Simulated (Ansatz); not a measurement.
Crystals of one structure type (Cu3Au type) and one family of elements, relaxed and computed with the program Ansatz at the PBEsol level (PAW).

```
crystal  K_Hill (GPa)  G_Hill (GPa)
-------  ------------  ------------
Pt3Pb             204          53.4
Ni3Ge             219           101
SnPt3             230             ?
SiNi3             240           121
```

### Question
Fit a straight line to ln G against ln K and predict the withheld value.

### Answer
Least squares on the 3 shown rows: ln G = 4.89 × ln K + (-21.923), with a scatter of 13 %. For SnPt3 this gives 107. The run itself gave 68.8, outside the scatter: the line misses something about this case.

Standing as an ambient phase not checked: Pt3Pb, Cu3Au type; Ni3Ge, Cu3Au type; SnPt3, Cu3Au type. All cells were relaxed under the symmetry of their starts (and spin orders); stability against distortions was not tested throughout. Rows with no word on spin ran without spin polarisation. Spin–orbit coupling is left out wherever it is not named.

Potentials: the later of the program's two PAW sets.
